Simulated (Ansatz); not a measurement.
This guess for Cd₄H is about to be relaxed.

```cif
data_structure
_symmetry_space_group_name_H-M 'I-43m'
_symmetry_Int_Tables_number 217
_cell_length_a 6.1884
_cell_length_b 6.1884
_cell_length_c 6.1884
_cell_angle_alpha 90.000
_cell_angle_beta 90.000
_cell_angle_gamma 90.000
_cell_volume 237.00
loop_
_atom_site_label
_atom_site_type_symbol
_atom_site_symmetry_multiplicity
_atom_site_Wyckoff_symbol
_atom_site_fract_x
_atom_site_fract_y
_atom_site_fract_z
_atom_site_occupancy
Cd1 Cd 8 c 0.31529 0.68471 0.31529 1
H1 H 2 a 0.00000 0.00000 0.00000 1
```

All numbers below come from DFT PBE, scalar-relativistic, plane waves, PAW in Ansatz. Cutoff 420 eV, Gaussian smearing, Γ-centred meshes. Cell and atoms relax first on a coarse mesh and then on a finer one. In between, the cell is made exact in the group found at 0.06 Å. In metals the finer mesh still leaves noise of several meV/atom or more. The steps can't lower the symmetry of their start. No spin polarisation.

A guess keeps its type if space group and coordination stay and the shape of the cell changes little (axis ratios within about 15 %, angles within 6°); the volume may change.

Task: Will the relaxed cell still be of the starting type?

Result: It keeps its type. The symmetry stays I-43m (No. 217). The volume per atom shrinks by 8.0 %, from 23.7 to 21.8 Å³. The shortest distance goes from 1.98 Å (Cd–H) to 2.13 Å (Cd–H). Counting neighbours within 15 % of an atom's shortest distance, the start has Cd 1, H 4 and the end Cd 1, H 4.

Formation energies are uncorrected and refer to the elements' standard structures at the same level (H₂ as a molecule).

Task: At what energy does it end?

Result: +0.29 eV/atom. It can't be a ground state, since the elements alone are lower.

The last run used a 10×10×10 mesh for its 5-atom cell and Gaussian smearing of 0.10 eV. The cell is a metal run without spin; a magnetic state may lie lower. With hydrogen, zero-point motion can shift formation energies by some tens of meV/atom. A structure relaxed within its symmetry needn't be a true minimum.
